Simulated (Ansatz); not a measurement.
TiO$_{2}$: clamped-ion strain scan

These are results of DFT PBE+U, scalar-relativistic, plane waves, PAW in Ansatz 0.2.0, not measurements. Cutoff 420 eV, Γ-centred 8×8×8 k-points, Gaussian smearing of 0.05 eV. U_eff on d shells: Ti 4 eV. No spin polarisation. Energies are free energies at this smearing, counted from the undisturbed cell; pressure is positive in compression.

Zero of the scan (relaxed at this level):

```yaml
crystal:
  lattice:
    - [-1.90894, 1.90894, 4.88836]
    - [1.90894, -1.90894, 4.88836]
    - [1.90894, 1.90894, -4.88836]
  atoms:
    - { symbol: Ti, position: [0.00000, 0.00000, 0.00000] }
    - { symbol: Ti, position: [0.75000, 0.25000, 0.50000] }
    - { symbol: O, position: [0.20528, 0.20528, 0.00000] }
    - { symbol: O, position: [0.95528, 0.45528, 0.50000] }
    - { symbol: O, position: [0.54472, 0.04472, 0.50000] }
    - { symbol: O, position: [0.79472, 0.79472, 0.00000] }
```

The cell is strained by ε times the Voigt pattern (0, 0, 1, 0, 0, 0) (xx, yy, zz, yz, xz, xy; engineering shear) with fractional coordinates fixed.

| ε | ΔE (meV/atom) |
| --- | --- |
| -0.1500 | 564.6 |
| -0.1125 | 270.3 |
| -0.0750 | 102.9 |
| -0.0375 | 22.2 |
| 0.0000 | 0.0 |
| 0.0375 | 16.6 |
| 0.0750 | 58.1 |
| 0.1125 | 114.4 |
| 0.1312 | 145.8 |
| 0.1500 | 178.7 |

Predict the gap on the mesh (eV) at each point.

| ε | gap on the mesh (eV) |
| --- | --- |
| -0.1500 | 3.04 |
| -0.1125 | 3.03 |
| -0.0750 | 2.92 |
| -0.0375 | 2.78 |
| 0.0000 | 2.65 |
| 0.0375 | 2.52 |
| 0.0750 | 2.41 |
| 0.1125 | 2.31 |
| 0.1312 | 2.27 |
| 0.1500 | 2.23 |